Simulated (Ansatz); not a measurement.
TiPd:
```
CELL_PARAMETERS angstrom
      3.15596     0.00000     0.00000
      0.00000     3.15596     0.00000
      0.00000     0.00000     3.15596
ATOMIC_POSITIONS crystal
  Ti 0.50000 0.50000 0.50000
  Pd 0.00000 0.00000 0.00000
```

Relaxed with r²SCAN. Special points in fractions of this cell's reciprocal vectors: Γ (0.000, 0.000, 0.000); X (0.000, 0.500, 0.000); M (0.500, 0.500, 0.000); R (0.500, 0.500, 0.500).

Problem. List the band energies nearest the Fermi level at these points for r²SCAN in the plane-wave PAW code Ansatz.

Solution. In eV from the Fermi level; about four levels below and three above (degenerate sets whole), none deeper than 8.9 eV; points with the same levels are listed once.

| k | below | above |
|---|---|---|
| Γ | -5.54 -5.54 -3.26 -3.26 -3.26 | 0.51 0.51 2.23 2.23 2.23 |
| X | -3.61 -3.61 -2.86 -0.88 -0.63 | 0.37 0.37 1.60 |
| M | -4.27 -4.27 -2.11 -0.78 | 0.37 0.37 0.96 |
| R | -2.06 -2.06 -1.84 -1.84 -1.84 | 2.51 2.51 7.32 |

Space group Pm-3m (CsCl type). The workflow started from an entry of the Crystallography Open Database (COD). Whether it is the stable phase at ambient conditions was not checked. Symmetry was held in the r²SCAN relaxation; whether a distortion lowers the energy is not shown. No spin polarisation was allowed. Spin–orbit coupling is left out wherever it is not named.

Potentials: the later of the program's two PAW sets.
